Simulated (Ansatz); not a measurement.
ZnSe (rock salt, Fm-3m), the program Ansatz at the PBE+D3(BJ) level (PAW), all energies at zero smearing, with the estimated change up to a 700 eV cutoff added, with one set of potentials and settings (totals compare only within such a set). Cell of 2 atoms (1 Zn, 1 Se): -8789.707 eV.

```
element                reference phase  E (eV/atom)
-------  -----------------------------  -----------
Zn       P6_3/mmc, 2 atoms in the cell   -3319.4483
Se         P3_121, 3 atoms in the cell   -5469.4069
```

Formation energy per atom, worked out: (-8789.707 − 1×(-3319.4483) − 1×(-5469.4069))/2 = -0.426 eV/atom (-41 kJ per mol of atoms), at 0 K, without zero-point energy or fitted corrections.

This is a known high-pressure phase of the composition, computed here at zero pressure and temperature. The cell was relaxed with PBE+D3(BJ) under the symmetry of its start; its stability against distortions is not shown here. The references are the lowest solids computed at this level, not always the standard phases.

Potentials: the later of the program's two PAW sets.
